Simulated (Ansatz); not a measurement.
SiMo₂C:
Space group P6₃/mmc (No. 194); a = b = 3.0707 Å, c = 12.3360 Å, α = β = 90.00°, γ = 120.00°

```json
[
 {"atom": "Si", "site": "2d", "symmetry": "-6m2", "x": "0.6667", "y": "0.3333", "z": "0.2500"},
 {"atom": "Mo", "site": "4f", "symmetry": "3m.", "x": "0.3333", "y": "0.6667", "z": "0.0931"},
 {"atom": "C", "site": "2a", "symmetry": "-3m.", "x": "0.0000", "y": "0.0000", "z": "0.0000"}
]
```

Relaxed at zero pressure with the program Ansatz at the PBEsol level (PAW).

Problem. The volume is lowered by 3 % and shape and atoms relax at that volume. What pressure results, and how do the axes share the change?

Solution. 7.7 GPa; a -1.3 %, b -1.3 %, c -0.5 %; the energy rises by 9 meV/atom.

Problem. Give the new structure.

Solution. 
Space group P6₃/mmc (No. 194); a = 3.032 Å, b = 3.032 Å, c = 12.272 Å, α = 90.00°, β = 90.00°, γ = 120.00°

| atom | site | symmetry | x | y | z |
|---|---|---|---|---|---|
| Si | 2d | -6m2 | 0.6667 | 0.3333 | 0.2500 |
| Mo | 4f | 3m. | 0.3333 | 0.6667 | 0.0942 |
| C | 2a | -3m. | 0.0000 | 0.0000 | 0.0000 |

The phase is kept; no other phase was compared at this pressure.

Space group P6_3/mmc. The start of the workflow was typed in or built on a structure type; neither database checked (COD, Materials Project) lists it. Whether it is the stable phase at ambient conditions was not checked. Symmetry was held in the PBEsol relaxation; its stability against distortions is not shown here. No spin polarisation was allowed.

Potentials: the earlier of the program's two PAW sets.
